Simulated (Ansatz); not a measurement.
ZnSnN₂ in space group Pna2_1 (No. 33; Zn on 4a, Sn on 4a, N on 4a, N on 4a) at seven volumes, DFT-PBEsol in the program Ansatz with PAW potentials, shape and atoms relaxed at each. One row is withheld.

```
V (Å³/atom)  P (GPa)
-----------  -------
12.176             ?
12.577         10.50
12.978          4.81
13.380          0.00
13.781         -4.08
14.182         -7.52
14.584        -10.40
```

Task: Fit the shown pressures and predict the withheld one.

Result: Third-order Birch–Murnaghan: P = (3/2)B₀(x^(7/2) − x^(5/2))[1 + (3/4)(B′ − 4)(x − 1)] with x = (V₀/V)^(2/3). Least squares on the six rows gives V₀ = 13.379 Å³/atom, B₀ = 147.3 GPa, B′ = 4.63. At V = 12.176, x = 1.0648 and P = 17.27 GPa. The run itself gave 17.21 GPa.

The cell was relaxed with PBEsol under the symmetry of its start. Scalar-relativistic: spin–orbit coupling is off unless named, which matters more the heavier the elements.

Potentials: the later of the program's two PAW sets.
